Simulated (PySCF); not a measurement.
PySCF single point, PBE/6-31G*, density fitting, vacuum, on ethylene carbonate, C3H4O3 (SMILES O=C1OCCO1), charge 0, multiplicity 1.

```python
from pyscf import gto, scf, dft
mol = gto.M(atom='''
O     -1.894011    -0.000012     0.000008
C     -0.710094    -0.000008    -0.000006
O      0.051941     1.108056     0.002362
C      1.425003     0.771252    -0.000160
C      1.425004    -0.771255     0.000161
O      0.051958    -1.108070    -0.002376
H      1.893994     1.195874     0.891357
H      1.890468     1.195288    -0.893885
H      1.894011    -1.195874    -0.891351
H      1.890480    -1.195286     0.893885
''', basis='6-31G*', charge=0, spin=0, verbose=3)
mf = dft.RKS(mol, xc='PBE')
mf = mf.density_fit()
mf.max_cycle = 100
e = mf.kernel()
print('converged', mf.converged)
print('E_total', e)
print('nao', mol.nao)
print('HOMO', mf.mo_energy[mf.mo_occ > 0].max())
mf.dip_moment()
```

It prints:

```
converged SCF energy = -342.016543457596
converged True
E_total -342.0165434575958
nao 92
HOMO -0.239105239907917
Dipole moment(X, Y, Z, Debye):  5.02969,  0.00003, -0.00001
```

The total energy is -9306.74 eV.
